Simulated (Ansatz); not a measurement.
# BP with Au replacing B: gradients before and after relaxing the atoms

Start: a supercell of BP (zinc blende type, F-43m) built from a COD entry, with all atoms left at the host's positions.

```cif
data_B26P27Au
_symmetry_space_group_name_H-M 'F-43m'
_symmetry_Int_Tables_number 216
_cell_length_a 13.6140
_cell_length_b 13.6140
_cell_length_c 13.6140
_cell_angle_alpha 90.000
_cell_angle_beta 90.000
_cell_angle_gamma 90.000
loop_
_atom_site_label
_atom_site_type_symbol
_atom_site_symmetry_multiplicity
_atom_site_Wyckoff_symbol
_atom_site_fract_x
_atom_site_fract_y
_atom_site_fract_z
Au Au 4 a 0.0000 0.0000 0.0000
B2 B 48 h 0.1667 0.0000 0.1667
B5 B 16 e 0.3333 0.8333 0.1667
B9 B 16 e 0.6667 0.6667 0.3333
B15 B 24 f 0.5000 0.6667 0.5000
P28 P 16 e 0.0833 0.9167 0.0833
P29 P 24 g 0.2500 0.9167 0.2500
P33 P 48 h 0.5833 0.7500 0.4167
P41 P 16 e 0.4167 0.5833 0.4167
P54 P 4 c 0.7500 0.2500 0.7500
```

One atom of each set is listed; the run and its k-mesh use a cell of 54 atoms with edges of 9.63, 9.63, 9.63 Å.

Level of theory: DFT, PBE, plane waves and PAW, scalar-relativistic, 420 eV cutoff, Γ-centred 3×3×3 k-points, Fermi–Dirac smearing 0.01 eV (Ansatz 0.2.0).

The largest force at the start is 12 eV/Å. Relaxing the ions at fixed cell moves them by 0.291 Å at most (atom 28, P) and 0.081 Å rms.

```json
{"site": "Au", "moved (Å)": "0.000", "first shell before": "4 P at 1.97 Å", "first shell after": "4 P at 2.26 Å", "V_zz before (10²¹ V/m²)": "0.00", "η before": "–"}
{"site": "B2", "moved (Å)": "0.036", "first shell before": "4 P at 1.97 Å", "first shell after": "4 P at 1.91–1.97 Å", "V_zz before (10²¹ V/m²)": "-0.090", "η before": "0.66"}
{"site": "B5", "moved (Å)": "0.004", "first shell before": "4 P at 1.97 Å", "first shell after": "4 P at 1.96–1.97 Å", "V_zz before (10²¹ V/m²)": "<0.005", "η before": "–"}
{"site": "P28", "moved (Å)": "0.291", "first shell before": "1 Au at 1.97 Å, 3 B at 1.97 Å", "first shell after": "3 B at 1.91 Å, 1 Au at 2.26 Å", "V_zz before (10²¹ V/m²)": "-3.31", "η before": "0.00"}
{"site": "P29", "moved (Å)": "0.004", "first shell before": "4 B at 1.97 Å", "first shell after": "4 B at 1.93–1.97 Å", "V_zz before (10²¹ V/m²)": "0.48", "η before": "0.77"}
{"site": "P33", "moved (Å)": "0.005", "first shell before": "4 B at 1.97 Å", "first shell after": "4 B at 1.96–1.97 Å", "V_zz before (10²¹ V/m²)": "-0.18", "η before": "0.64"}
{"site": "P41", "moved (Å)": "0.001", "first shell before": "4 B at 1.97 Å", "first shell after": "4 B at 1.96 Å", "V_zz before (10²¹ V/m²)": "-0.033", "η before": "0.00"}
```

(1) How do the gradients change?

## Answers

(1) 

| site | V_zz after | η after | change of V_zz |
| --- | --- | --- | --- |
| Au | 0.00 | – | 0.00 |
| B2 | -0.098 | 0.59 | – |
| B5 | -0.029 | 0.00 | -0.03 |
| P28 | -0.11 | 0.00 | +3.20 |
| P29 | -0.63 | 0.53 | – |
| P33 | 0.40 | 0.61 | – |
| P41 | -0.017 | 0.00 | +0.02 |

The largest change of V_zz along a kept axis is on P28, from -3.31 to -0.11. In per cent, |V_zz| changes by -97 on P (all sites that start above 2). On P29, P33, B2 the largest principal value lies along another axis in the second run, so the two V_zz can't be compared directly. Other sites with |V_zz| of 0.02 or less aren't listed.

The run isn't spin-polarised, and a state with spin may lie lower. The defect repeats with the cell of 54 atoms, so it feels its images: sites between two images don't show the values beside a lone defect, and zeros or small values of η there can come from the images' arrangement. The defect cell has no gap above 0.1 eV on its mesh, so the values can hang on the smearing and the k-mesh. Without spin–orbit coupling the gradients at and beside Au can be off by some per cent, at some sites by more.
Before: The cell keeps the host's lattice, where the PBE pressure is 10 GPa. The neighbours have not yet relaxed around the defect (largest force 12 eV/Å), so the values at and beside it are those of a strained start, not of the defect in a real crystal.
After: The relaxation keeps the site symmetry -43m of the start, so the impurity can't leave its site; a distortion that would localise the partly filled state isn't explored. The cell keeps the host's lattice, where the PBE pressure is 6 GPa.
